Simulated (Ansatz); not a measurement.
## Beta-gallia alloy of Ga2O3 and Al2O3 (42 of 48 Ga sites exchanged), 120 atoms

Ansatz, PAW, plane waves. PBEsol relaxation of cell lengths and atoms (angles held) at the single k point (¼, ¼, ¼) without its symmetry partners; single points on the relaxed atoms at the single k point (¼, ¼, ¼) without its symmetry partners, onto which points of the small cell's zone fold. Arrangement: quasirandom. No spin–orbit coupling unless named.

Relaxed structure:

```xyz
120
Lattice="11.8739 0.0000 -0.0258 0.0000 8.8042 0.0000 -2.7180 0.0000 10.9832" Properties=species:S:1:pos:R:3 pbc="T T T"
Ga    4.5561    1.4614    1.0999
Ga    3.2332    1.4654    6.5995
Ga    4.5492    7.3336    1.0931
Ga    0.0722    7.3313    7.1939
Ga    7.4004    2.9241    1.7078
Ga    7.4003    5.8721    1.7086
Al    4.5224    4.3976    1.0892
Al    3.2228    4.4068    6.5964
Al    3.2407    7.3202    6.5990
Al    1.4275    1.4613    1.7419
Al    0.0648    1.4773    7.2355
Al    1.4314    4.3968    1.7457
Al    0.0700    4.3837    7.2358
Al    1.4261    7.3336    1.7437
Al   -0.0151    0.0050    4.3588
Al   -1.3652    8.8029    9.8690
Al   -0.0083    2.9297    4.3774
Al   -1.3671    2.9308    9.8662
Al   -0.0161    5.8552    4.3572
Al   -1.3635    5.8602    9.8677
Al   10.5230    8.7990    1.0932
Al    9.1464    0.0070    6.5889
Al   10.5351    2.9301    1.0954
Al    9.1630    2.9313    6.5945
Al   10.5338    5.8650    1.0950
Al    9.1363    5.8529    6.5883
Al    7.4192    8.7981    1.7464
Al    6.0437    8.7963    7.2207
Al    6.0459    2.9349    7.2162
Al    6.0302    5.8634    7.2176
Al    3.1121    8.7914    3.7490
Al    1.7637    8.8029    9.2026
Al    3.1240    2.9394    3.7322
Al    1.7653    2.9380    9.2192
Al    3.1215    5.8644    3.7506
Al    1.7704    5.8529    9.2117
Al    5.9228    1.4567    4.3579
Al    4.5680    1.4550    9.8350
Al    5.9191    4.3980    4.3619
Al    4.5654    4.3955    9.8137
Al    5.9248    7.3379    4.3605
Al    4.5659    7.3414    9.8316
Al    9.0824    1.4642    3.7416
Al    7.7159    1.4633    9.2268
Al    9.0815    4.3944    3.7485
Al    7.7140    4.3991    9.2300
Al    9.0829    7.3339    3.7472
Al    7.7207    7.3299    9.2242
O     2.7747    1.4691    4.8392
O     1.4071    1.4621   10.3188
O     2.8210    4.3953    4.8803
O     1.4363    4.3950   10.3537
O     2.7990    7.3288    4.8951
O     1.4006    7.3344   10.3059
O     3.2379    1.4583    2.4105
O     1.8963    1.4724    7.8932
O     3.2661    4.3979    2.3779
O     1.9361    4.3895    7.8614
O     3.2399    7.3346    2.4200
O     1.9658    7.3301    7.8710
O    -0.9480    1.4688    4.0791
O    -2.3076    1.4648    9.5781
O    -0.9506    4.3903    4.0855
O    -2.3104    4.3965    9.5804
O    -0.9422    7.3328    4.1053
O    -2.2951    7.3306    9.5684
O     1.7622    8.7977    0.6048
O     0.4193    0.0567    6.0642
O     1.7628    2.9299    0.6029
O     0.3907    2.9305    6.0958
O     1.7639    5.8661    0.6053
O     0.4246    5.8029    6.0626
O     8.7700    0.0018    4.8725
O     7.4146    8.7970   10.3563
O     8.7606    2.9251    4.8806
O     7.4051    2.9278   10.3620
O     8.7575    5.8638    4.8716
O     7.4115    5.8695   10.3625
O     1.2685    8.7941    3.1020
O    -0.0819    0.0369    8.6004
O     1.2740    2.9411    3.1055
O    -0.0848    2.9408    8.5907
O     1.2782    5.8592    3.1067
O    -0.0702    5.8117    8.6063
O     9.2488    8.7977    2.3706
O     7.8640    0.0004    7.8570
O     9.2796    2.9244    2.3920
O     7.8688    2.9290    7.8563
O     9.2833    5.8724    2.3944
O     7.8614    5.8610    7.8619
O     5.5889    8.7966    1.4266
O     4.2124    8.7506    6.9036
O     5.5096    2.9874    1.3943
O     4.2102    2.9853    6.9066
O     5.5071    5.8106    1.3889
O     4.1784    5.8591    6.8909
O     4.9655    8.7990    4.0793
O     3.6096    8.8025    9.5519
O     4.9816    2.9252    4.0643
O     3.6195    2.9230    9.5682
O     4.9817    5.8703    4.0635
O     3.6210    5.8684    9.5674
O     7.7360    1.4093    0.5575
O     6.3367    1.4622    6.0771
O     7.7886    4.3984    0.5200
O     6.3549    4.4029    6.0740
O     7.7346    7.3845    0.5552
O     6.3543    7.3275    6.0760
O     7.2410    1.4205    3.1232
O     5.8707    1.4633    8.5855
O     7.2501    4.3971    3.1452
O     5.8770    4.4003    8.5811
O     7.2424    7.3747    3.1245
O     5.8749    7.3289    8.5879
O    11.4667    1.4592    1.3796
O    10.0950    1.4636    6.8851
O    11.4699    4.3983    1.3798
O    10.0940    4.4007    6.8816
O    11.4654    7.3345    1.3857
O    10.0473    7.3293    6.8673
```

Problem. What are the mean bond lengths by pair (pairs within 1.2 times the sum of covalent radii, less contacts 15 % beyond the pair's median; cation–cation pairs of compounds aside; long ionic contacts are cut short by that bound)?

Solution. Al–O 1.868 ± 0.089 Å (standard deviation, 210 bonds); Ga–O 1.926 ± 0.091 Å (standard deviation, 30 bonds).

Problem. What gap lies between the top filled and the lowest empty level in the single points?

Solution. HSE06 6.75 eV (64 s on NVIDIA H100). Away from Γ this isn't the crystal's band gap.
